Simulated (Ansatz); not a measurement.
Mg (hcp, Mg type)

```
Mg
1.0
    3.17453     0.00000     0.00000
   -1.58726     2.74922     0.00000
    0.00000     0.00000     5.18496
Mg
2
Direct
  0.33333   0.66667   0.75000
  0.66667   0.33333   0.25000
```

The slice is a (0001) plane (indices of the conventional cell) through the point (0.333, 0.667, 0.750) (fractional), spanned by u = [110] and v = [1 -1 0] in vectors of this cell: u (3.17 Å) and v (5.50 Å, at 90° to u). It covers one period; positions are fractions (u, v).

Method: r2SCAN (plane waves to 500 eV, PAW, scalar-relativistic; Ansatz, a quantum-chemistry and plane-wave program). k mesh 17×17×9. Near the nuclei the fields are pseudised (PAW); where an atom keeps semicore shells as valence, they peak there. Mg was relaxed with its symmetry unable to fall. The PAW data are Ansatz's earlier set.

Problem. The ELF has a maximum in the middle third of the Mg–Mg line. Where, and how high?

Solution. 0.58, 1.6 Å from Mg.

Problem. What is the valence density on the shortest Mg–Mg line in this plane (3.17 Å), at its midpoint?

Solution. 0.10 e/Å³.

Problem. Predict the map of the electron localisation function (ELF) on the slice.

Solution. 
```
|xx41037873014x|
|x4300589850034|
|21002799972001|
|00026999996200|
|12468999998642|
|56678888888766|
|67776432346777|
|77652000002567|
|76510012100156|
|7630034x430036|
|762014xxx41026|
|86202xxxxx2026|
|873014xxx41037|
|9850034x430058|
|99720012100279|
|99962000002699|
|99986421246899|
|88887665667888|
|23467776777643|
|00025677765200|
|21001567651001|
|x4300367630034|
|xx41026762014x|
|xxx202686202xx|
```
Scale: ten equal steps from 0.04 (start of '0') to 0.71 (end of '9'), in the order '0123456789'. Values: electron localisation function (ELF). The map has 14 points along u (one character each, u = 0 at the left) and 24 along v (v = 0 in the bottom row). Points within 0.5 Å of a nucleus are blanked (x), as the pseudised field means little there.
